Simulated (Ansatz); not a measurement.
Polymorphs of IrC, each relaxed with plane-wave PAW PBE (Ansatz code):

A: zinc blende (F-43m)
a = 4.621 Å, b = 4.621 Å, c = 4.621 Å, α = 90.00°, β = 90.00°, γ = 90.00°

```
atom  site  symmetry       x       y       z
----  ----  --------  ------  ------  ------
Ir      4a      -43m  0.0000  0.0000  0.0000
C       4d      -43m  0.7500  0.7500  0.7500
```

B: P-6m2
a = b = 3.0441 Å, c = 2.6674 Å, α = β = 90.00°, γ = 120.00°

| atom | site | symmetry | x | y | z |
|---|---|---|---|---|---|
| Ir | 1a | -6m2 | 0.0000 | 0.0000 | 0.0000 |
| C | 1d | -6m2 | 0.3333 | 0.6667 | 0.5000 |

Task: Order them by energy per atom at 0 K (lowest first) at the level PBE.

Result: A (+0 meV/atom), B (+711 meV/atom)

Typed or built starts, not in the databases checked: A; B. All cells were relaxed under the symmetry of their starts (and spin orders); stability against distortions was not tested throughout. Named crystals with no word on spin ran without spin polarisation. Spin–orbit coupling is left out wherever it is not named.

Energies hold the estimated change up to a 700 eV cutoff; steps of a few meV lie near the error of the meshes.

Potentials: the earlier of the program's two PAW sets.
